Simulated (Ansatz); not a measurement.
InPd3:
```yaml
crystal:
  lattice:
    - [3.96972, 0.00000, 0.00000]
    - [0.00000, 3.96972, 0.00000]
    - [0.00000, 0.00000, 3.96972]
  atoms:
    - { symbol: In, position: [0.00000, 0.00000, 0.00000] }
    - { symbol: Pd, position: [0.50000, 0.50000, 0.00000] }
    - { symbol: Pd, position: [0.00000, 0.50000, 0.50000] }
    - { symbol: Pd, position: [0.50000, 0.00000, 0.50000] }
```

This is the PBEsol-relaxed structure.

Q: All from the program Ansatz at the PBEsol level (PAW), unless another level is named. Predict the density of states at the Fermi level.

A: 0.84 states/eV per atom (mean over ±0.08 eV).

Q: And the formation energy from the elements (no fitted shifts)?

A: -0.45 eV/atom.

Q: Give the gap with spin–orbit coupling.

A: none (metallic).

Space group Pm-3m (Cu3Au type). The workflow started from a Materials Project entry (that database holds measured and hypothetical structures alike); the Crystallography Open Database copy checked does not list it. With In and Pd taken as one species the cell has the higher symmetry Fm-3m, so it may be an ordered model of a mixed-site phase. Whether it is the stable phase at ambient conditions was not checked. The PBEsol relaxation kept the symmetry of its start; of distortions, only those at the zone centre were tested. No spin polarisation was allowed. The references are the lowest solids computed at this level, not always the standard phases. Scalar-relativistic: spin–orbit coupling is off unless named, which matters more the heavier the elements.

Potentials: the later of the program's two PAW sets.
